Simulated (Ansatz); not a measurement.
Given:

Sc:
```xyz
2
Lattice="3.3194 0.0000 0.0000 -1.6597 2.8747 0.0000 0.0000 0.0000 5.1632" Properties=species:S:1:pos:R:3 pbc="T T T"
Sc     0.0000     1.9165     3.8724
Sc     1.6597     0.9582     1.2908
```

This is the PBE-relaxed structure. Cartesian axes are those of the cell as given.

Question: All from the program Ansatz at the PBE level (PAW), unless another level is named. Estimate the Young's modulus.

Answer: 79.6 GPa.

Question: Predict the elastic constants (relaxed ions, GPa).

Answer: C11 = 98.5, C12 = 38.0, C13 = 29.0, C33 = 100, C44 = 30.9.

Space group P6_3/mmc (hcp (Mg type)). Symmetry was held in the PBE relaxation. The run is not spin-polarised. As this level gives no gap, shear constants depend on the k-mesh and smearing (Fermi–Dirac, 0.1 eV here). On the denser mesh and wider smearing of the elastic run this cell carries a stress of 0.4 GPa.

Potentials: the later of the program's two PAW sets.
